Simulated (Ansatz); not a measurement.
Method: DFT PBE, scalar-relativistic, plane waves, PAW (Ansatz 0.2.0). Cutoff 420 eV, Γ-centred meshes of about 0.25 Å⁻¹ or finer for metals and 0.3 Å⁻¹ for insulators (2π included), Gaussian smearing. Collinear spin where magnetic atoms keep a moment.

Relaxed structures of Al3RuN, with energies over the first row. Coordination counts Al or Ru atoms around N (for each partner element, those within 1.25 times its shortest distance or 1.15 times the sum of covalent radii, where it is the nearest in units of that sum or under 1.3).

| # | form | sites | V (Å³/atom) | coordination | ΔE (meV/atom) | moments |
| --- | --- | --- | --- | --- | --- | --- |
| 1 | P4/mmm | Al 2h, 1a; Ru 1b; N 1c | 12.1 | N 6 | 0 | no moments |
| 2 | P4mm | Al 1a, 2c; Ru 1b; N 1a | 14.1 | N 5 | 296 | no moments |

A further structure, relaxed alike (no moments):

```
Al Ru N
1.0
     1.47717   -5.01360    0.00000
     1.47717    5.01360    0.00000
     0.00000    0.00000    8.41749
Al Ru N
6 2 2
Direct
  0.94777 0.05223 0.25000
  0.05223 0.94777 0.75000
  0.36221 0.63779 0.97158
  0.63779 0.36221 0.47158
  0.63779 0.36221 0.02842
  0.36221 0.63779 0.52842
  0.76011 0.23989 0.75000
  0.23989 0.76011 0.25000
  0.00000 0.00000 0.00000
  0.00000 0.00000 0.50000
```

Q: Place it among the others.

A: It falls between rows 1 and 2, 201 meV/atom above row 1, with space group Cmcm (No. 63) and 12.5 Å³/atom. Counting Al or Ru atoms around N, this cell and row 1 both have N 6. Al on a site of symmetry m2m has 2 N at 2.17 Å, 2 Ru at 2.55 Å, 10 Al at 2.90–3.05 Å and 1 Ru at 2.93 Å; Al on a site of symmetry m is surrounded by 2 N at 2.04 Å, 3 Ru at 2.59–2.65 Å and 9 Al at 2.73–3.05 Å; Ru is surrounded by 8 Al at 2.55–2.65 Å, 1 Al at 2.93 Å, 2 Ru at 2.95 Å and 2 N at 3.20 Å; around N lie 4 Al at 2.04 Å, 2 Al at 2.17 Å, 2 N at 2.95 Å and 2 Ru at 3.20 Å.

Trial moments fell under 0.15 μB along the way in P4/mmm, Cmcm and P4mm; another start might hold them. With atoms moved at random, row 1 (by 7 meV/atom) fell into a lower structure. Row 2 and the further cell had no clear such test and can be saddle points.
